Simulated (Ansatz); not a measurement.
The relaxed structure here is a generated cell of TiAl3: the first start was made by a random draw of sites in a space group, and the end was not matched to a known phase here, so it may be hypothetical. Known forms of TiAl3 include space group No. 139.

The end point of a relaxation of TiAl₃. Level of theory: PBE (plane waves to 420 eV, PAW, scalar-relativistic; Ansatz, a program for electronic structure).

```
CELL_PARAMETERS angstrom
     -2.71649     2.71649     2.71649
      2.71649    -2.71649     2.71649
      2.71649     2.71649    -2.71649
ATOMIC_POSITIONS crystal
  Al 0.00000 0.50000 0.50000
  Al 0.50000 0.00000 0.50000
  Al 0.50000 0.50000 0.00000
  Ti 0.00000 0.00000 0.00000
```

**Question.** Determine the symmetry and give the standard cell with its independent sites.

**Answer.** Space group Im-3m (No. 229); a = b = c = 5.433 Å, α = β = γ = 90.00°

```tsv
atom	site	symmetry	x	y	z
Al	6b	4/mm.m	0.0000	0.0000	0.5000
Ti	2a	m-3m	0.0000	0.0000	0.0000
```

This is the AFLOW prototype A3B_cI8_229_b_a (as in H3S).

**Question.** Give the shortest distances between elements (the closest pairs, up to four, under 3.6 Å).

**Answer.** Al–Al 2.72 Å; Al–Ti 2.72 Å.

| Property | Value |
|---|---|
| Volume per atom | 20.05 Å³ |
| Band gap | no gap (metallic) |

No spin polarisation in the result.

The run could not lose the symmetry of its start, so the end can be a saddle point.

All atoms sit on sites fixed by symmetry, so only the cell could relax.
